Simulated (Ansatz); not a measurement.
Values for one crystal, relaxed and computed with LDA in the plane-wave PAW code Ansatz; other levels are named.

```yaml
volume_per_atom: 17.68 Å³
electronic_character: metallic (no gap)
zone_centre_stability: no imaginary mode at Γ
Density of states at the Fermi level: 0.31 states/eV per atom (mean over ±0.08 eV)
highest_zone_centre_frequency: 244 cm⁻¹
Pressure derivative B′: 5.3
Bulk modulus (Birch–Murnaghan fit): 101 GPa
```

Question: Pick the material that matches.
(A) SnPt3, Cu3Au type
(B) Mg2Sn, Cmcm (Mg on 8g, Sn on 4c)
(C) CuSn, NiAs type
(D) Sn2Pt, fluorite or antifluorite type

Answer: C, CuSn, NiAs type

Space group P6_3/mmc (NiAs type). The first step of the workflow began from a Materials Project structure, measured or hypothetical; the Crystallography Open Database files this formula in space group No. 194, but the cells were not matched. Whether it is the stable phase at ambient conditions was not checked. The cell was relaxed with LDA under the symmetry of its start. The run is not spin-polarised. As this level gives no gap, phonon frequencies hold no LO–TO term and depend on the k-mesh and smearing (Fermi–Dirac, 0.1 eV here). Scalar-relativistic: spin–orbit coupling is off unless named, which matters more the heavier the elements.

Potentials: the later of the program's two PAW sets.
